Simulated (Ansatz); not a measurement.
LaPt₅:
```yaml
crystal:
  lattice:
    - [5.42033, 0.00000, 0.00000]
    - [-2.71017, 4.69415, 0.00000]
    - [0.00000, 0.00000, 4.40344]
  atoms:
    - { symbol: La, position: [0.00000, 0.00000, 0.00000] }
    - { symbol: Pt, position: [0.33333, 0.66667, 0.00000] }
    - { symbol: Pt, position: [0.66667, 0.33333, 0.00000] }
    - { symbol: Pt, position: [0.50000, 0.00000, 0.50000] }
    - { symbol: Pt, position: [0.50000, 0.50000, 0.50000] }
    - { symbol: Pt, position: [0.00000, 0.50000, 0.50000] }
```

Relaxed with r²SCAN. Special points in fractions of this cell's reciprocal vectors: Γ (0.000, 0.000, 0.000); M (0.500, 0.000, 0.000); K (0.333, 0.333, 0.000); A (0.000, 0.000, 0.500); L (0.500, 0.000, 0.500); H (0.333, 0.333, 0.500).

### Question
List the band energies nearest the Fermi level at these points for the program Ansatz at the r²SCAN level (PAW).

### Answer
In eV from the Fermi level; about four levels below and three above (degenerate sets whole), none deeper than 8.9 eV; points with the same levels are listed once.

| k | below | above |
|---|---|---|
| Γ | -1.80 -1.80 -1.79 -1.37 -1.37 | 0.06 0.54 0.54 |
| M | -1.69 -1.61 -1.50 -1.32 | 0.25 0.55 2.49 |
| K | -1.60 -1.21 -1.21 -0.50 | 0.54 1.95 2.65 2.65 |
| A | -1.67 -1.67 -0.97 -0.86 -0.86 | 0.06 0.06 0.53 0.53 |
| L | -1.00 -0.92 -0.65 -0.23 | 0.51 0.81 2.28 |
| H | -1.41 -1.41 -1.10 -0.42 -0.42 | 0.77 0.77 1.14 |

Space group P6/mmm. The first step of the workflow began from a Materials Project structure, measured or hypothetical; the Crystallography Open Database files this formula in space group No. 191, but the cells were not matched. Its standing as an ambient phase is unchecked. The cell was relaxed with r²SCAN under the symmetry of its start; its stability against distortions is not shown here. No spin polarisation was allowed. Spin–orbit coupling is left out wherever it is not named.

Potentials: the later of the program's two PAW sets.
